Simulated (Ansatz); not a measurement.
The relaxed structure here is a generated cell of SrTiO3: the first start was made by placing the elements on the sites of a structure type, and the end was not matched to a known phase here, so it may be hypothetical. Known forms of SrTiO3 include space group No. 221.

A relaxed structure of SrTiO₃. Space group R-3c (No. 167). Calculation: PBEsol (plane waves to 420 eV, PAW, scalar-relativistic; Ansatz, a first-principles code).

```xyz
10
Lattice="2.9418 1.6985 5.4605 -2.9418 1.6985 5.4605 0.0000 -3.3969 5.4605" Properties=species:S:1:pos:R:3 pbc="T T T"
Ti     0.0000     0.0000     4.0954
Ti     0.0000     0.0000    12.2861
Sr     0.0000     0.0000     0.0000
Sr     0.0000     0.0000     8.1908
O      1.1768     1.6985     9.5559
O     -2.0593     0.1699     9.5559
O      0.8825    -1.8684     9.5559
O     -1.1768    -1.6985     6.8256
O      2.0593    -0.1699     6.8256
O     -0.8825     1.8684     6.8256
```

### Question
What is the computed band gap (PBEsol)?

### Answer
2.73 eV, direct at Γ (no spin-orbit coupling).

No spin polarisation in the result.

The run could not lose the symmetry of its start: the end is stationary, and may be a saddle point rather than a minimum.
